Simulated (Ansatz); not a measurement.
ZnInGaO₄ (InGaZnO4 type, space group R3m)

```
ZnInGaO4
1.0
    1.65535     0.95571     8.58736
   -1.65535     0.95571     8.58736
    0.00000    -1.91143     8.58736
In Ga Zn O
1 1 1 4
Direct
  0.99693   0.99693   0.99693
  0.21290   0.21290   0.21290
  0.78126   0.78126   0.78126
  0.13651   0.13651   0.13651
  0.87897   0.87897   0.87897
  0.28863   0.28863   0.28863
  0.70480   0.70480   0.70480
```

This relaxed cell (volume V₀) is scaled evenly in all directions, its shape held. The atoms relax within the cell's symmetry.

Calculation: r2SCAN (plane waves to 500 eV, PAW, scalar-relativistic; Ansatz, an electronic-structure program). k mesh 12×12×12 (Γ-centred), Fermi-Dirac smearing 0.05 eV. Stress and pressure are positive under compression. ZnInGaO4 was relaxed with its symmetry unable to fall.

At one point of the scan the stress tensor (GPa) is:

```
   33.8      0.0      0.0
    0.0     33.8      0.0
    0.0      0.0     33.0
```

**Question.** Which point is it?
A. V/V₀ = 0.904
B. V/V₀ = 0.840
C. V/V₀ = 0.872
D. V/V₀ = 0.936

**Answer.** C, V/V₀ = 0.872

(Under strain, the slope of the energy per volume gives the stress and its curvature an elastic modulus.)
